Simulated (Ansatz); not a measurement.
The start is a relaxed ZrC cell, doubled along one cell vector, shaken by Gaussian noise of σ = 0.08 Å a coordinate. The cell and all atomic positions are relaxed at zero pressure with PBEsol (plane waves to 420 eV, PAW, scalar-relativistic; Ansatz, a program for electronic structure). The first steps use a coarse 7×7×3 k-mesh.

Input geometry:
```
ZrC
1.0
    3.85814     0.00000     0.00000
   -1.92907     3.34124     0.00000
    0.00000     0.00000     9.33993
Zr C
4 4
Direct
  0.30474   0.65438   0.37344
  0.33041   0.66937   0.87665
  0.66426   0.32920   0.12048
  0.67772   0.35959   0.63693
  0.35533   0.64583   0.12363
  0.31592   0.68196   0.63414
  0.70688   0.35656   0.37199
  0.66092   0.29743   0.86396
```

What pressure does the first self-consistent step give?

+3 GPa (positive: the cell is compressed).

What is the largest force in the starting geometry, and on which atom (counted from 1)?

About 3.6 eV/Å, on Zr1 (atoms numbered as listed).

How much energy is released per atom?

0.12 eV/atom.

Is the parent structure recovered?

It returns to the parent structure, P6₃/mmc (No. 194).

How do the shortest distances between atoms change?

The closest pairs of elements (up to four, under 3.6 Å), start → end: C–Zr 2.00 → 2.23 Å; C–C 2.98 → 3.23 Å; Zr–Zr 3.13 → 3.23 Å.

It ends as:

Space group P6₃/mmc (No. 194); a = 3.8581 Å, b = 3.8581 Å, c = 4.6701 Å, α = 90.00°, β = 90.00°, γ = 120.00°

| atom | site | symmetry | x | y | z |
|---|---|---|---|---|---|
| Zr | 2d | -6m2 | 0.6667 | 0.3333 | 0.2500 |
| C | 2c | -6m2 | 0.3333 | 0.6667 | 0.2500 |

Final values are on a 14×14×10 k-mesh of the relaxed cell. No spin polarisation in the result.

The first start was generated by placing the elements on the sites of a structure type. Materials Project lists a structure of ZrC in the same space group, P6₃/mmc (No. 194); the sites were not compared with it, nor with measured phases. Known forms of ZrC include space group No. 225.
